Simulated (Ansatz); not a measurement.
**Structures of YZr₂: which is lowest?**

Plane-wave DFT in Ansatz with scalar-relativistic PAW potentials, cutoff 420 eV, Γ-centred meshes chosen by cell and gap, Gaussian smearing with energies taken to zero width. Every cell was relaxed (cell and atoms) in a run of its own, within the symmetry of its start. Functional: PBE.

Relaxed structures (starts from databases or built by putting these elements on another compound's sites):
A. Fd-3m, 6 atoms in the computed cell, a = 8.609 Å; sites (symmetry × multiplicity) Y -43m × 8, Zr .-3m × 16; start: built
B. P4_2/nmc, 6 atoms in the computed cell, a = 3.782 Å, c = 12.084 Å; sites (symmetry × multiplicity) Y -4m2 × 2, Zr 2mm. × 4; start: built

Problem. Rank them by energy. Could pressure change the order?

Solution.
| structure | group | E − E(lowest) (meV/atom) | V (Å³/atom) | gap on mesh (eV) |
| --- | --- | --- | --- | --- |
| A | Fd-3m | 0.0 | 26.59 | 0.00 |
| B | P4_2/nmc | 440 | 28.81 | 0.00 |

A is lowest, 440 meV/atom under B. The lowest is also the densest of these, so pressure wouldn't bring one of the others in at first order. Other structures may lie lower than all of these, and vibrations aren't counted.